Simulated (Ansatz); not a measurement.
Input:

BN:
```yaml
crystal:
  lattice:
    - [2.54332, 0.00000, 0.00000]
    - [-1.27166, 2.20258, 0.00000]
    - [0.00000, 0.00000, 4.20679]
  atoms:
    - { symbol: B, position: [0.66667, 0.33333, 0.99980] }
    - { symbol: B, position: [0.33333, 0.66667, 0.49980] }
    - { symbol: N, position: [0.66667, 0.33333, 0.62520] }
    - { symbol: N, position: [0.33333, 0.66667, 0.12520] }
```

This is the r²SCAN-relaxed structure. x, y and z are the axes in which the lattice vectors are written.

### Question
All from plane-wave PAW r²SCAN (Ansatz code), unless another level is named. Give the hole effective mass, band 2 of 2 at the edge.

### Answer
0.34 along x, 1.2 along z (mₑ).

### Question
What about the band gap?

### Answer
5.74 eV (indirect).

### Question
What about the HSE06 gap on the r²SCAN cell?

### Answer
6.52 eV.

### Question
Give the valence-band maximum.

### Answer
at Γ.

Space group P6_3mc (wurtzite). The cell was relaxed with r²SCAN under the symmetry of its start.

Potentials: the earlier of the program's two PAW sets.
